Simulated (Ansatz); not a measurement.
Bond compression in Cd (diamond type)

```
CELL_PARAMETERS angstrom
0.00000 3.06816 3.06816
3.06816 0.00000 3.06816
3.06816 3.06816 0.00000
ATOMIC_POSITIONS crystal
Cd 0.87500 0.87500 0.87500
Cd 0.12500 0.12500 0.12500
```

The cell is a prototype at a set volume, not relaxed; it needn't be the stable phase.

Its shortest bond, of 2.657 Å between atom 1 (Cd) and the nearest image of atom 2 (Cd), is scaled by moving both atoms along it, with the cell held. The force apart is half the difference of the two atoms' forces along the bond; it holds the pull and push of their other neighbours too.

Level of theory: DFT with LDA, scalar-relativistic, in Ansatz 0.2.0; a Γ-centred 9×9×9 k mesh, Fermi–Dirac smearing of 0.05 eV, no spin polarisation. LAPW: all electrons, basis error target 1 meV/atom; PAW: frozen-core files, cutoff 420 eV; norm-conserving: pseudopotentials, cutoff 1388 eV; PAW (cutoff 600 eV): frozen-core files, cutoff 600 eV.

Energies are extrapolated to zero smearing and count from the unscaled cell; pressure is positive in compression; gaps take the mesh and a band path. No temperature or zero-point motion is included.

The PAW files were made under PBE.

```csv
bond (Å),force apart (eV/Å),P LAPW (GPa),ΔE LAPW (eV/atom),P PAW − LAPW (GPa),ΔE PAW − LAPW (meV/atom),force PAW − LAPW (eV/Å)
2.657,0.00,3.13,0.000,-0.02,0.0,0.000
2.338,3.23,6.35,?,-0.02,-0.4,-0.005
1.860,28.73,44.9,3.103,-0.24,-6.0,-0.139
1.701,56.31,83.2,6.369,-0.88,-34.8,-0.568
```

Give the missing entry: row "2.338", column "ΔE LAPW (eV/atom)".

0.205.

At the last bond length, how far do norm-conserving and PAW (cutoff 600 eV) lie from LAPW in pressure and in the largest force component?

norm-conserving: +1.68 GPa, 0.581 eV/Å; PAW (cutoff 600 eV): -0.96 GPa, 0.361 eV/Å, on a LAPW pressure of 83.2 GPa.

How do the Löwdin populations by LAPW change from the unscaled cell to the last row, on the two atoms of the bond?

Cd1 5s 1.65 → 1.60, Cd2 5s 1.65 → 1.60 electrons an atom. These are projections on the shells that the free atoms fill; 0.75 e a cell lies outside them at the start and 0.90 e at the end.
